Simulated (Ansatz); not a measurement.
TlBr:
```yaml
crystal:
  lattice:
    - [0.00000, 3.75193, 3.75193]
    - [3.75193, 0.00000, 3.75193]
    - [3.75193, 3.75193, 0.00000]
  atoms:
    - { symbol: Br, position: [0.75000, 0.75000, 0.75000] }
    - { symbol: Tl, position: [0.00000, 0.00000, 0.00000] }
```

The program Ansatz at the PBE level (PAW) gives a gap of 2.95 eV without spin–orbit coupling, maximum at W, minimum at X.

Task: What happens when spin–orbit coupling is switched on?

Result: The gap falls by 0.29 eV, to 2.66 eV; maximum at W, minimum on the W–X line, 92 % of the way from W.

Space group F-43m (zinc blende). A made-up cell: these elements were put on the sites of a structure type; neither database checked (COD, Materials Project) lists it. COD files the formula under space group No. 221, so this cell is another polymorph or a model. Whether it is the stable phase at ambient conditions was not checked. The cell was relaxed with PBE under the symmetry of its start; phonons on a q-mesh show no instability.

Potentials: the later of the program's two PAW sets.
